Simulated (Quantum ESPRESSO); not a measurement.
```yaml
crystal:
  lattice:
    - [0.00000, 2.77266, 2.77266]
    - [2.77266, 0.00000, 2.77266]
    - [2.77266, 2.77266, 0.00000]
  atoms:
    - { symbol: Ag, position: [0.00000, 0.00000, 0.00000] }
    - { symbol: Cl, position: [0.50000, 0.50000, 0.50000] }
```
The cell comes from the Materials Project (a computed structure). It is AgCl in Fm-3m. Stability against distortions was not tested. The run has no spin polarisation.

With PBE (σ by GIPAW in a modified build of Quantum ESPRESSO; JTH PAW datasets, 25 Ha):

| quantity | PBE |
|---|---|
| σ_iso Ag (ppm) | 3379.1 |
| σ_iso Cl (ppm) | 893.9 |

Shieldings are absolute and leave out the bulk-susceptibility term; a larger σ means a smaller chemical shift. In our sweeps, cutoffs and meshes of this size left a few ppm, and up to some 20 ppm on atoms from Zn on. No spin–orbit coupling; Ag is the heaviest element present. No d partial waves on Cl: the paramagnetic term there is incompletely reconstructed. The band gap at this level is small, which makes the paramagnetic part of σ large and sensitive to the functional.

### Question
What does the LDA, on its own JTH datasets and the same geometry, give?

### Answer
```
quantity           LDA  LDA − PBE
--------------  ------  ---------
σ_iso Ag (ppm)  3280.4      -98.8
σ_iso Cl (ppm)   862.1      -31.8
```
